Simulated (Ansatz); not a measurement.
## InSe2: how the energy converges with the cutoff

InSe2, P1, a = 3.928 Å, b = 3.861 Å, c = 9.694 Å, α, β, γ = 89.6°, 88.8°, 91.5°. Ansatz: PBEsol, PAW, cutoff varied, Γ-centred 8×8×4 mesh on 6 atoms, Gaussian smearing 0.10 eV; no spin polarisation. Single points at one geometry with displaced atoms, the cutoff alone changed; ΔE is the energy at zero smearing over the run at 600 eV. The runs up to 350 eV lie under the cutoff recommended for these PAW datasets.

```
cutoff (eV)  ΔE (meV/atom)
        200        4618.26
        250         566.58
        300          40.26
        350           2.23
        420              ?
```

Q: Assume ΔE falls exponentially with the cutoff, fit y = ln ΔE against x, the cutoff in eV, to the other rows, and predict the missing value.

A: y = 8.438, 6.340, 3.695, 0.802. Means x = 275.0, y = 4.8187; Σ(Δx)² = 12500, ΣΔxΔy = -638.8; the slope is their ratio. y = 18.87 − 0.05111 x, a factor of ten per 45 eV. At 420 eV this gives ΔE = 0.07 meV/atom. The run gave 0.88, a ratio of 0.08. Between neighbouring rows the decay runs from a factor of ten per 40 eV to one per 173 eV, so one exponential is only a rough guide. The fast fall gives way to a slow tail, so a fit to low cutoffs promises convergence too early.

Cost: 6 runs of about 4 core-minutes in all, on Intel Xeon 6975P-C (Granite Rapids) (shared hosts).